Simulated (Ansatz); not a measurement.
ZnCdTeSe in space group R3m (No. 160; Zn on 3a, Cd on 3a, Te on 3a, Se on 3a), plane-wave PAW LDA (Ansatz code), all energies at zero smearing, with the estimated change up to a 700 eV cutoff added, with one set of potentials and settings (totals compare only within such a set). Cell of 4 atoms (1 Zn, 1 Cd, 1 Te, 1 Se): -23576.267 eV.

```csv
element,reference phase,E (eV/atom)
Zn,"P6_3/mmc, 2 atoms in the cell",-3246.2618
Cd,"P6_3/mmc, 2 atoms in the cell",-8117.8923
Te,"P3_121, 3 atoms in the cell",-6827.2001
Se,"P3_121, 3 atoms in the cell",-5383.2604
```

Formation energy per atom, worked out: (-23576.267 − 1×(-3246.2618) − 1×(-8117.8923) − 1×(-6827.2001) − 1×(-5383.2604))/4 = -0.413 eV/atom (-40 kJ per mol of atoms), at 0 K, without zero-point energy or fitted corrections.

The first step of the workflow began from a Materials Project structure, measured or hypothetical; the Crystallography Open Database copy checked does not list it. Whether it is the stable phase at ambient conditions was not checked. The cell was relaxed with LDA under the symmetry of its start; of distortions, only those at the zone centre were tested. The references are the lowest solids computed at this level, not always the standard phases. Spin–orbit coupling is left out wherever it is not named.

Potentials: the later of the program's two PAW sets.
